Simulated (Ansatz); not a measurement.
A generated cell, in the space group of a known form (sites not compared), of Ge$_{2}$W: I4/mmm (No. 139), tI6; a = b = 3.305 Å, c = 8.192 Å, α = β = γ = 90.00°; W 2a (0.000, 0.000, 0.000); Ge 4e (0.000, 0.000, 0.337). Level of theory: PBEsol (plane waves to 420 eV, PAW, scalar-relativistic; Ansatz, a first-principles code). Element references, the lowest calculated here: W (Im-3m), Ge (Fd-3m).

Total energies (eV/atom, σ → 0; comparable only within this code, potentials and settings):

```
phase          E (eV/atom)
-------------  -----------
Ge2W (I4/mmm)    -6254.893
W (Im-3m)       -10257.579
Ge (Fd-3m)       -4253.504
```

Task: What is the formation energy of this I4/mmm form of Ge2W from the elements?

Result: E_f = -6254.893 − [2 × (-4253.504) + 1 × (-10257.579)] / 3 = -0.03 eV/atom (-0.1 eV per formula unit).

A lower structure of this composition may exist.

Static energies, no anion corrections, no zero-point energy. Values are rounded to 0.01 eV/atom. Not shown to be the ambient phase of their composition (a lower form may be missing, and a cell relaxed within its start's symmetry can be a saddle point): Ge2W (I4/mmm). Spin-orbit coupling is missing from these energies, which matters for elements this heavy. The compounds carry no spin polarisation.
